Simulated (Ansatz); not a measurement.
Given:

Starting cell, Ta (bcc, W type):

```yaml
crystal:
  lattice:
    - [-3.30485, 3.30485, 3.30485]
    - [1.65242, -1.65242, 1.65242]
    - [1.65242, 1.65242, -1.65242]
  atoms:
    - { symbol: Ta, position: [0.00000, 0.00000, 0.00000] }
    - { symbol: Ta, position: [0.50000, 0.00000, 0.00000] }
```

The atoms are displaced by Q × the pattern below (from a DFPT mode at N = (0.5, 0.0, 0.0), largest move 1; Q in Å), at fixed cell. (q is in reciprocal vectors of the primitive cell; the cell shown is doubled to hold the pattern.)

```json
[
 {"atom": "Ta1", "x": "0.000", "y": "0.707", "z": "-0.707"},
 {"atom": "Ta2", "x": "0.000", "y": "-0.707", "z": "0.707"}
]
```

Computed with r2SCAN (plane waves to 500 eV, PAW, scalar-relativistic; Ansatz, a quantum-chemistry and plane-wave program). k mesh 10×20×20 (Γ-centred), Fermi-Dirac smearing 0.05 eV. The energy includes the smearing's −TS. With partly filled bands, energies and forces of such displacements shift with the k mesh and the smearing. Spin-orbit coupling is left out, though Ta is heavy. Ta is run without spin polarisation. Ta was relaxed with its symmetry unable to fall. ΔE is measured from the undisplaced structure.

The scan covers Q from -0.280 to 0.280 Å in 13 points.

Question: Which space group does the distorted structure have?

Answer: Cmcm (No. 63), lowered from Im-3m.

Question: Is this a single well or a double well?

Answer: A single well with its minimum at or next to zero displacement.

Question: What is the energy change at Q = 0.280 Å?

Answer: 389 meV/cell.

Question: What harmonic wavenumber does the curvature at Q = 0 give?

Answer: 93 cm⁻¹.

(A displaced cell: forces are minus the slopes of the energy, force constants its curvatures, and phonons follow from these.)
